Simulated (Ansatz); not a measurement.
BeS:
Space group P6₃mc (No. 186); a = 3.434 Å, b = 3.434 Å, c = 5.661 Å, α = 90.00°, β = 90.00°, γ = 120.00°

| atom | site | symmetry | x | y | z |
|---|---|---|---|---|---|
| Be | 2b | 3m. | 0.6667 | 0.3333 | 0.4995 |
| S | 2b | 3m. | 0.6667 | 0.3333 | 0.1255 |

Relaxed with r²SCAN. r²SCAN (plane waves, PAW; program Ansatz) gives a gap of 4.09 eV.

### Question
What gap does HSE06 give on the same cell (Ansatz, PAW)?

### Answer
4.65 eV, 0.56 eV more. The hybrid was solved on a coarser mesh and at special points; its gap is the smallest among all of these.

```tsv
k	v1 r²SCAN	c1 r²SCAN	v1 HSE06	c1 HSE06
Γ	0.00	5.71	…	…
A	-0.63	6.05	…	…
K	-3.00	4.09	-3.17	4.65
H	-1.64	5.99	…	…
M	-1.13	4.51	-1.20	5.05
L	-2.03	4.66	…	…
```

### Question
Top valence (v1) and lowest conduction level (c1) in eV from each method's valence maximum (which need not be a listed point): supply the withheld HSE06 values.

### Answer

- A, v1 HSE06: -0.67
- A, c1 HSE06: 6.56
- H, v1 HSE06: -1.74
- H, c1 HSE06: 6.54
- Γ, v1 HSE06: 0.00
- Γ, c1 HSE06: 6.22
- L, v1 HSE06: -2.15
- L, c1 HSE06: 5.16

Cost on shared cores: the r²SCAN run (SCF on a 9×9×5 mesh, then bands and DOS) about 20 core-seconds (a rough figure), the HSE06 run (SCF on 7×7×4, then a few points) very roughly 60 core-seconds; the tasks are unlike.

Space group P6_3mc (wurtzite). The start of the workflow was typed in or built on a structure type; neither database checked (COD, Materials Project) lists it. COD files the formula under space group No. 216, so this cell is another polymorph or a model. Whether it is the stable phase at ambient conditions was not checked. The r²SCAN relaxation kept the symmetry of its start; whether a distortion lowers the energy is not shown.

Potentials: the later of the program's two PAW sets.
